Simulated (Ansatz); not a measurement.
Phases of VSi at 39 GPa

Structure types of VSi are relaxed in primitive cells with their symmetry kept at 39 GPa, on PAW files; LAPW relaxes the small cells further and takes the PAW cell for the others (marked *). The enthalpy is E + pV at zero temperature, without zero-point motion. Only the types listed were tried, and differences under about 5 meV/atom are mesh noise. The real phase may be another.

Computed with Ansatz 0.2.0; functional LDA, scalar-relativistic. Settings: Fermi–Dirac smearing of 0.1 eV, no spin polarisation. Methods: LAPW: all electrons, basis error target 0.5 meV/atom; PAW: frozen-core files, cutoff 420 eV.

k meshes: rocksalt 14×14×14, CsCl 14×14×14, zincblende 13×13×13, WC 15×15×13, wurtzite 10×10×5.

The PAW files were made under PBE.

```csv
start type,ends as,"a, b, c (Å)",V (Å³/atom),"H − H(lowest), LAPW (meV/atom)"
rocksalt,"rocksalt, Fm-3m","4.518, 4.518, 4.518",11.53,580.3
CsCl,"CsCl, Pm-3m","2.772, 2.772, 2.772",10.65,?
zincblende,"zincblende, F-43m","4.932, 4.932, 4.932",15.00,?
WC,"distorted WC, P-6m2","2.571, 2.571, 3.772",10.80,0.0
wurtzite*,"flat h-MgO, P6_3/mmc","3.806, 3.806, 4.361",13.68,1520.9
```

What belongs in the row "CsCl", column "H − H(lowest), LAPW (meV/atom)"?

182.2.

Fill in "H − H(lowest), LAPW (meV/atom)" for the row "zincblende".

2827.9.

Split the lead of distorted WC over CsCl into energy and pV.

For CsCl less distorted WC: ΔE = +217.6 meV/atom, and p·ΔV = 39 GPa × -0.1454 Å³ × 6.242 meV/(GPa·Å³) = -35.4 meV/atom, together 182.2 meV/atom. distorted WC wins by its internal energy, though it is the less dense.
